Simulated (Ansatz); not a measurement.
In PBEsol (plane waves, PAW; program Ansatz), Sb₂Mo in the orthorhombic phase (Cmc2_1; Mo on 4a, Sb on 4a, Sb on 4a) relaxes to a = 3.377 Å, b = 12.798 Å, c = 5.893 Å. Its formation energy from the elements is 3.4 kJ/mol-atom, with no fitted shifts.

Electronic character: metallic (no gap).

The start of the workflow was typed in or built on a structure type; neither database checked (COD, Materials Project) lists it. Its standing as an ambient phase is unchecked. The cell was relaxed with PBEsol under the symmetry of its start; whether a distortion lowers the energy is not shown. No spin polarisation was allowed. The volume moved by -18 % from the start of the relaxation. The references are the lowest solids computed at this level, not always the standard phases. Spin–orbit coupling is left out wherever it is not named.

Potentials: the later of the program's two PAW sets.
